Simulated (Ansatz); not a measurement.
These are results of DFT PBE, scalar-relativistic, plane waves, PAW in Ansatz 0.2.0, not measurements. Settings: cutoff 420 eV, Γ-centred meshes spaced at most about 0.3 Å⁻¹, and about 0.25 Å⁻¹ or finer for metals (2π included), Gaussian smearing. Collinear spin in cells that started with moments and kept them past the coarse steps, no spin elsewhere.

These are static total energies at zero pressure.

Two forms of ZnO5 were relaxed alike.

A. (site moments Zn 0.2; O 1.2 (×3), 1.9 (×2) μB) Space group P-62m (No. 189), hexagonal, a = 5.345 Å, c = 2.858 Å. Around Zn lie 6 O at 2.05 Å, 2 Zn at 2.86 Å and 6 O at 3.09 Å; around O on a site of symmetry m2m lie 2 Zn at 2.05 Å and 6 O at 2.42–2.55 Å; O on a site of symmetry -6 is surrounded by 6 O at 2.42 Å, 2 O at 2.86 Å, 3 Zn at 3.09 Å and 3 O at 3.09 Å (long against covalent radii, as for large ions).

B. (site moments O 0.9 (×2), 1.9 (×2), 1.8 μB) Space group P-6m2 (No. 187), hexagonal, a = 3.135 Å, c = 10.462 Å. Zn is surrounded by 6 O at 2.09 Å; around O on a site of symmetry 3m lie 3 Zn at 2.09 Å and 1 O at 2.09 Å; O on a second site of symmetry 3m has 3 O at 2.18 Å and 1 O at 2.43 Å (long against covalent radii, as for large ions); O on a site of symmetry -6m2 has 6 O at 2.18 Å (long against covalent radii, as for large ions).

Problem. Which would you expect to be lower, and how large is the difference?

Solution. They are level within the accuracy (3 meV/atom apart, with A the lower in these runs). A has space group P-62m (No. 189), 11.8 Å³/atom and no gap on its mesh; B has space group P-6m2 (No. 187), 14.8 Å³/atom and no gap. Even the lower one lies +1.16 eV/atom against the reference forms of the elements (uncorrected), so neither is stable at this level. Both come from invented guesses.

The k mesh leaves some 4 meV/atom of noise in the energy of each metallic cell. Weakly bound directions are ill-defined at this level, which has no dispersion term (P-62m, P-6m2), and this can change margins and order among such cells. Another magnetic order may lie lower. Cells relaxed within their symmetry can be saddle points.
